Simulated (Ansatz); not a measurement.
# Hg4Pt: hydrostatic pressure series

The calculation used Ansatz, DFT r2SCAN, scalar-relativistic, plane waves, PAW. Settings: 500 eV cutoff, 8×8×8 k-mesh, Gaussian smearing of 0.10 eV, no spin polarisation.

The relaxed crystal:

```xyz
5
Lattice="-3.1423 3.1423 3.1423 3.1423 -3.1423 3.1423 3.1423 3.1423 -3.1423" Properties=species:S:1:pos:R:3 pbc="T T T"
Hg    1.5712    1.5712    1.5712
Hg   -1.5712    1.5712    1.5712
Hg    1.5712    1.5712   -1.5712
Hg    1.5712   -1.5712    1.5712
Pt    0.0000    0.0000    0.0000
```

Cell and atoms are relaxed at each pressure within the symmetry of the start, at zero temperature, so transitions that lower the symmetry aren't seen. The k-mesh given is that at zero pressure and may differ at others. a, b and c are the lengths of the cell vectors above.

Spin–orbit coupling is left out, which can shift energies with elements as heavy as these.

```csv
P (GPa),V (Å³/atom),V/V0,a (Å),b (Å),c (Å)
-2,25.54,1.029,5.495,5.495,5.495
0,24.82,1.000,5.443,5.443,5.443
2,24.22,0.976,5.398,5.398,5.398
5,23.47,0.946,5.342,5.342,5.342
10,22.49,0.906,5.267,5.267,5.267
20,21.08,0.849,5.154,5.154,5.154
40,19.24,0.775,5.000,5.000,5.000
```

Q: What bulk modulus and pressure derivative fit these points?

A: A third-order Birch–Murnaghan fit gives B0 = 77 GPa and B0' = 5.6.